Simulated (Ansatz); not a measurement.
AlPt (CsCl type, Pm-3m) under volume change, DFT-PBEsol in the program Ansatz with PAW potentials, scaled uniformly.

```
V (Å³/atom)  E − E(relaxed) (meV/atom)  P (GPa)
-----------  -------------------------  -------
13.043                            87.3    23.67
13.473                               …        …
13.903                               …        …
14.333                             0.0    -0.01
14.763                             7.7    -5.59
15.193                            29.2   -10.29
15.623                            62.3   -14.24
```

Problem. Some entries are withheld; supply them.

Solution. 
- 13.473, E − E(relaxed) (meV/atom): 36.5
- 13.473, P (GPa): 14.42
- 13.903, E − E(relaxed) (meV/atom): 8.6
- 13.903, P (GPa): 6.60

Problem. What does a third-order Birch–Murnaghan fit give for V₀, B₀ and B′?

Solution. V₀ = 14.33 Å³/atom, B₀ = 202 GPa, B′ = 4.6.

The first step of the workflow began from a Materials Project structure, measured or hypothetical; the Crystallography Open Database copy checked does not list it. With Al and Pt taken as one species the cell has the higher symmetry Im-3m, so it may be an ordered model of a mixed-site phase. Whether it is the stable phase at ambient conditions was not checked. The PBEsol relaxation kept the symmetry of its start; phonons on a q-mesh show weakly imaginary modes. No spin polarisation was allowed. Scalar-relativistic: spin–orbit coupling is off unless named, which matters more the heavier the elements.

Potentials: the later of the program's two PAW sets.
